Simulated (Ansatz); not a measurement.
Te2Pd:
```
Te2Pd
1.0
    1.95407     1.12818     5.67037
   -1.95407     1.12818     5.67037
    0.00000    -2.25637     5.67037
Pd Te
1 2
Direct
  0.00000   0.00000   0.00000
  0.24695   0.24695   0.24695
  0.75305   0.75305   0.75305
```

Relaxed with PBE+D3(BJ). Special points in fractions of this cell's reciprocal vectors: Γ (0.000, 0.000, 0.000); T (0.500, 0.500, 0.500); H2 (0.807, 0.193, 0.500); H0 (0.500, -0.193, 0.193); L (0.500, 0.000, 0.000); S0 (0.347, -0.347, 0.000); S2 (0.653, 0.000, 0.347); F (0.500, 0.000, 0.500).

Question: List the band energies nearest the Fermi level at these points for PBE+D3(BJ) with spin–orbit coupling in the plane-wave PAW code Ansatz.

Answer: In eV from the Fermi level; about four levels below and three above (degenerate sets whole), none deeper than 8.9 eV; points with the same levels are listed once.

```csv
k,below,above
Γ,-2.46 -2.46 -0.21 -0.21,0.76 0.76 1.13 1.13
T,-1.27 -1.27 -0.58 -0.58,0.03 0.03 1.73 1.73
H2,-1.90 -1.90 -1.54 -1.54,0.17 0.17 0.96 0.96
L,-2.34 -2.34 -1.45 -1.45,0.23 0.23 0.61 0.61
S0,-2.11 -2.11 -1.38 -1.38,0.00 0.00 0.95 0.95
F,-2.41 -2.41 -1.00 -1.00,1.83 1.83 2.37 2.37
```

Space group R-3m. The cell is a constructed one: a structure type filled with these elements; neither database checked (COD, Materials Project) lists it. COD files the formula under space group No. 164. Whether it is the stable phase at ambient conditions was not checked. The PBE+D3(BJ) relaxation kept the symmetry of its start; its stability against distortions is not shown here. The run is not spin-polarised.

Potentials: the later of the program's two PAW sets.
